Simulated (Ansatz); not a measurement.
Relaxation of a generated cell, Co placed in the AFLOW prototype A_cI16_206_c (as in Si); 8 atoms in the cell, which starts as Ia-3 (No. 206), cI16; a = 5.6221 Å, b = 5.6221 Å, c = 5.6221 Å, α = 90.00°, β = 90.00°, γ = 90.00°. All values below come from PBE (plane waves to 420 eV, PAW, scalar-relativistic; Ansatz, a program for electronic structure). Γ-centred k-mesh 8×8×8 on the run's cell (coarser than for final values), Fermi–Dirac smearing 0.05 eV. This is the first round of the run. Spin-polarised start, with parallel moments on Co.

The optimiser's lines from the output (shortened; P is positive under compression):

```
relax step   1: F+E_penalty+E_count = -40997.23662905 eV  Δ(F+E_penalty+E_count) = +0.000e0 eV  max|allowed force component| = 2.070e0 eV/Å  Δτ_max = 0.0000 Å  P = +49.421 GPa  Ω = 88.851 Å³  (16 SCF iters, dr2 threshold 1.00e-7 eV, accepted)
relax step   2: F+E_penalty+E_count = -41000.41934030 eV  Δ(F+E_penalty+E_count) = -3.183e0 eV  max|allowed force component| = 5.214e-1 eV/Å  Δτ_max = 0.0347 Å  P = +17.717 GPa  Ω = 102.491 Å³  (15 SCF iters, dr2 threshold 8.00e-7 eV, accepted)
relax step   3: F+E_penalty+E_count = -41001.00239048 eV  Δ(F+E_penalty+E_count) = -5.831e-1 eV  max|allowed force component| = 2.007e-1 eV/Å  Δτ_max = 0.0041 Å  P = +0.638 GPa  Ω = 113.189 Å³  (9 SCF iters, dr2 threshold 8.00e-7 eV, accepted)
relax step   4: F+E_penalty+E_count = -41001.02469417 eV  Δ(F+E_penalty+E_count) = -2.230e-2 eV  max|allowed force component| = 1.242e-1 eV/Å  Δτ_max = 0.0091 Å  P = +0.035 GPa  Ω = 113.337 Å³  (7 SCF iters, dr2 threshold 8.00e-7 eV, accepted)
relax step   5: F+E_penalty+E_count = -41001.04322369 eV  Δ(F+E_penalty+E_count) = -1.853e-2 eV  max|allowed force component| = 7.438e-3 eV/Å  Δτ_max = 0.0220 Å  P = +0.113 GPa  Ω = 112.583 Å³  (6 SCF iters, dr2 threshold 8.00e-7 eV, accepted)
relax step   6: F+E_penalty+E_count = -41001.04318314 eV  Δ(F+E_penalty+E_count) = +4.055e-5 eV  max|allowed force component| = 6.302e-4 eV/Å  Δτ_max = 0.0019 Å  P = -0.051 GPa  Ω = 112.770 Å³  (7 SCF iters, dr2 threshold 3.18e-8 eV, accepted)
relax step   7: F+E_penalty+E_count = -41001.04323630 eV  Δ(F+E_penalty+E_count) = -5.316e-5 eV  max|allowed force component| = 2.583e-5 eV/Å  Δτ_max = 0.0002 Å  P = -0.001 GPa  Ω = 112.723 Å³  (7 SCF iters, dr2 threshold 6.57e-9 eV, accepted)
relax step   8: F+E_penalty+E_count = -41001.11175815 eV  Δ(F+E_penalty+E_count) = -6.852e-2 eV  max|allowed force component| = 2.171e-3 eV/Å  Δτ_max = 0.0000 Å  P = +1.152 GPa  Ω = 112.723 Å³  stress off target by 1.15e0 GPa  SCF on the basis re-selected at this cell (its energy is not comparable with the rows above)  (11 SCF iters)
relax step   9: F+E_penalty+E_count = -41001.11511240 eV  Δ(F+E_penalty+E_count) = -3.354e-3 eV  max|allowed force component| = 4.822e-4 eV/Å  Δτ_max = 0.0030 Å  P = +0.165 GPa  Ω = 113.744 Å³  (7 SCF iters, dr2 threshold 8.00e-7 eV, accepted)
relax step  10: F+E_penalty+E_count = -41001.11504813 eV  Δ(F+E_penalty+E_count) = +6.427e-5 eV  max|allowed force component| = 7.890e-5 eV/Å  Δτ_max = 0.0005 Å  P = +0.003 GPa  Ω = 113.919 Å³  (6 SCF iters, dr2 threshold 6.85e-8 eV, accepted)
relax step  11: F+E_penalty+E_count = -41001.11606706 eV  Δ(F+E_penalty+E_count) = -1.019e-3 eV  max|allowed force component| = 9.021e-5 eV/Å  Δτ_max = 0.0000 Å  P = -0.011 GPa  Ω = 113.919 Å³  stress off target by 1.10e-2 GPa  SCF on the basis re-selected at this cell (its energy is not comparable with the rows above)  (9 SCF iters)
```

From the first to the last row the energy changes by -0.48 eV/atom and the volume by +28.2 %. The last row is marked as not comparable with the walk above it, whose basis was carried along; it does compare with step 1, since both stand on a basis selected at the nominal cutoff for their own cell.

Energy and pressure jump between steps 7 and 8 at one geometry, where the plane-wave basis was selected anew. While the cell walks, the set of plane waves is carried along, so its effective cutoff drifts with the strain; re-selecting it at 420 eV moved the energy by -0.009 eV/atom and the pressure by 1.2 GPa. Only step 1 and rows on a re-selected basis compare with each other.

Later rounds, restarted from the end of this one on a renewed k-mesh, logged 3 more steps and released under 0.01 eV/atom more. The final structure after all rounds: Ia-3 (No. 206), cI16, AFLOW prototype A_cI16_206_c (as in Si); a = b = c = 6.1072 Å, α = β = γ = 90.00°. Between re-selections the logged energies stand on a plane-wave basis carried along with the cell. Spin state reached: ferromagnetic (net 1.73 μB/atom), from parallel starting moments; other spin orders were not run from this start.

The run could not lose the symmetry of its start: the end is stationary, and may be a saddle point rather than a minimum.

The relaxed structure here is a generated cell of Co: the first start was made by placing the elements on the sites of a structure type, and the end was not matched to a known phase here, so it may be hypothetical. Known forms of Co include space group No. 194.
